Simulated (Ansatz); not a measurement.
## Pb (fcc, Cu type): energy over volume and axial ratio

Pb (fcc, Cu type), conventional cell a = b = c = 5.0339 Å, α = β = γ = 90.00°. The calculation uses the primitive cell of 1 atom, to which meshes and values per cell refer.

The relaxed cell is deformed in two ways at once: its volume V is scaled, and at that volume it is stretched along z (the c axis of the conventional cell) so that c/a changes. Fractional atomic positions are held.

Calculation: PBE (plane waves to 420 eV, PAW, scalar-relativistic; Ansatz, a quantum-chemistry and plane-wave program). k mesh 16×16×16 (Γ-centred), Fermi-Dirac smearing 0.05 eV. The energy includes the smearing's −TS. Stress and pressure are positive under compression. With partly filled bands, the response to shear is sensitive to the k mesh, so small differences along c/a are uncertain. Pb was relaxed with its symmetry unable to fall. Spin-orbit coupling is left out, though Pb is heavy. The relaxed volume of Pb is well above the measured one; the method has no dispersion term. The zero of ΔE is the relaxed starting cell.

ΔE (eV/atom), with V/V₀ across and (c/a)/(c/a)₀ down:

```
(c/a)/(c/a)₀ \ V/V₀  0.960  0.973  0.987  1.000  1.013  1.027  1.040
-------------------  -----  -----  -----  -----  -----  -----  -----
0.880                0.021  0.017  0.014  0.013  0.013  0.015  0.018
0.920                0.015  0.011  0.009  0.008  0.008  0.010  0.013
0.960                0.009  0.005  0.003  0.002  0.003  0.004  0.008
1.000                0.007  0.003  0.001  0.000  0.001  0.003  0.006
1.040                0.009  0.004  0.002  0.001  0.002  0.004  0.007
1.080                0.013  0.009  0.006  0.005  0.005  0.007  0.010
1.120                0.021  0.016  0.013  0.012  0.012  0.013  0.015
```

σzz − σxx (GPa), with V/V₀ across and (c/a)/(c/a)₀ down:

```
(c/a)/(c/a)₀ \ V/V₀  0.960  0.973  0.987  1.000  1.013  1.027  1.040
-------------------  -----  -----  -----  -----  -----  -----  -----
0.880                  0.9    0.9    0.9    0.9    0.9    0.9    0.8
0.920                  1.2    1.1    1.1    1.0    1.0    0.9    0.9
0.960                  0.9    0.9    0.9    0.8    0.8    0.7    0.7
1.000                  0.0    0.0    0.0    0.0    0.0    0.0    0.0
1.040                 -0.7   -0.7   -0.6   -0.5   -0.5   -0.4   -0.4
1.080                 -1.2   -1.1   -1.0   -1.0   -0.9   -0.8   -0.8
1.120                 -2.2   -2.0   -1.9   -1.8   -1.7   -1.6   -1.5
```

Read from the data:

| Quantity | Result |
|---|---|
| Lowest place on the grid | V/V₀ = 1.000, (c/a)/(c/a)₀ = 1.000 (0 meV/atom) |
| Highest place on the grid | V/V₀ = 0.960, (c/a)/(c/a)₀ = 0.880 (21 meV/atom) |

(A scan under strain: stresses follow from slopes of the energy per volume, elastic moduli from its curvatures.)
